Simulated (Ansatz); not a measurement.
Input, command and steps of an Ansatz relaxation.

```yaml
crystal:
  lattice:
    - [-1.7258925147, 1.9358549666, 6.1758809239]
    - [1.7258925147, -1.9358549666, 6.1758809239]
    - [1.7258925147, 1.9358549666, -6.1758809239]
  atoms:
    - { symbol: Sr, position: [0.1468030195, 0.6468030195, 0.5] }
    - { symbol: Sr, position: [0.8531969805, 0.3531969805, 0.5] }
    - { symbol: Cu, position: [0.5, 0.0, 0.5] }
    - { symbol: O, position: [0.3454675419, 0.8454675419, 0.5] }
    - { symbol: O, position: [0.6545324581, 0.1545324581, 0.5] }
    - { symbol: O, position: [0.0, 0.0, 0.0] }
basis:
  ecutwfc: 420
kpoints:
  mp_grid: { grid: [14, 14, 14] }
hamiltonian:
  xc: pbesol
scf:
  occupations: { method: gaussian, width: 0.1 }
output:
  forces: true
  stress: true
  eigenvalues: true
  write_density: true
  write_potential: true
  elf: true
  volumetric_format: npy
relax:
  adjacent_minimum: "off"
  f_tol: 0.01
  max_steps: 30
  cell: { stress_tol: 0.1, fix: [volume] }
```

```bash
ansatz run input.yaml --threads 2 --pin off --max-ram 5120MiB --backend cpu --events-out ev --progress --plain --runs-dir out
```

These are results of DFT PBEsol, scalar-relativistic, plane waves, PAW (Ansatz 0.2.0), not measurements.

The volume is held at 0.97 times that of the relaxed cell.

Of 5 frames 4 are shown, positions in Å and forces in eV/Å; the SCF threshold varies from step to step. Steps run on the plane waves of an earlier cell, with a Pulay correction in the pressure. The basis is chosen afresh for the last frame, the zero of the energies, and at times for earlier ones too; energy and pressure step there, also at an unchanged geometry.

```xyz
6
Lattice="-1.7259 1.9359 6.1759 1.7259 -1.9359 6.1759 1.7259 1.9359 -6.1759" Properties=species:S:1:pos:R:3:forces:R:3 pbc="T T T" step=1 free_energy_over_end_meV_per_atom=0.43 pressure_GPa=3.75
Sr    1.7259    0.0000    1.8133    0.0000    0.0000    0.0438
Sr    0.0000    1.9359    4.3626    0.0000    0.0000   -0.0438
Cu    0.0000    1.9359    0.0000    0.0000    0.0000    0.0000
O     1.7259    0.0000    4.2671    0.0000    0.0000   -0.1292
O     0.0000    1.9359    1.9087    0.0000    0.0000    0.1292
O     0.0000    0.0000    0.0000    0.0000    0.0000    0.0000
6
Lattice="-1.7158 1.9404 6.1977 1.7158 -1.9404 6.1977 1.7158 1.9404 -6.1977" Properties=species:S:1:pos:R:3:forces:R:3 pbc="T T T" step=2 free_energy_over_end_meV_per_atom=0.35 pressure_GPa=3.44
Sr    1.7158    0.0000    1.8322    0.0000    0.0000   -0.1315
Sr    0.0000    1.9404    4.3655    0.0000    0.0000    0.1315
Cu    0.0000    1.9404    0.0000    0.0000    0.0000    0.0000
O     1.7158    0.0000    4.2845    0.0000    0.0000   -0.1193
O     0.0000    1.9404    1.9133    0.0000    0.0000    0.1193
O     0.0000    0.0000    0.0000    0.0000    0.0000    0.0000
6
Lattice="-1.7184 1.9397 6.1905 1.7184 -1.9397 6.1905 1.7184 1.9397 -6.1905" Properties=species:S:1:pos:R:3:forces:R:3 pbc="T T T" step=3 free_energy_over_end_meV_per_atom=0.05 pressure_GPa=3.49
Sr    1.7184    0.0000    1.8224    0.0000    0.0000   -0.0152
Sr    0.0000    1.9397    4.3681    0.0000    0.0000    0.0152
Cu    0.0000    1.9397    0.0000    0.0000    0.0000    0.0000
O     1.7184    0.0000    4.2749    0.0000    0.0000   -0.0583
O     0.0000    1.9397    1.9155    0.0000    0.0000    0.0583
O     0.0000    0.0000    0.0000    0.0000    0.0000    0.0000
6
Lattice="-1.7178 1.9394 6.1936 1.7178 -1.9394 6.1936 1.7178 1.9394 -6.1936" Properties=species:S:1:pos:R:3:forces:R:3 pbc="T T T" step=5 free_energy_over_end_meV_per_atom=0.00 pressure_GPa=3.42
Sr    1.7178    0.0000    1.8224    0.0000    0.0000    0.0029
Sr    0.0000    1.9394    4.3712    0.0000    0.0000   -0.0029
Cu    0.0000    1.9394    0.0000    0.0000    0.0000    0.0000
O     1.7178    0.0000    4.2738    0.0000    0.0000   -0.0043
O     0.0000    1.9394    1.9198    0.0000    0.0000    0.0043
O     0.0000    0.0000    0.0000    0.0000    0.0000    0.0000
```

The run took 67 s on 2 threads of AMD EPYC 9R45 96-Core Processor (Zen 5) (shared host), peak memory 1.1 GiB.

Spin polarisation was left out, and a magnetic state may lie lower.